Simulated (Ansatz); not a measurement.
An element in the fcc structure gives these cold pressures by all-electron LAPW under LDA (Ansatz 0.2.0, scalar-relativistic, no spin polarisation).

| V (Å³/atom) | P (GPa) |
| --- | --- |
| 13.22 | 0.04 |
| 12.16 | 32.7 |
| 11.11 | 85.6 |
| 10.05 | 171.8 |
| 8.99 | 314.4 |
| 7.93 | 557.0 |
| 6.88 | 985.1 |
| 5.95 | 1654 |

**Question.** Which element is it?

**Answer.** Rh. Its zero-pressure volume in this structure is near 13.2 Å³/atom; the volume and the steepness of P(V) together point to it, though neighbours can come close. Other candidates weren't computed, and some may come near.
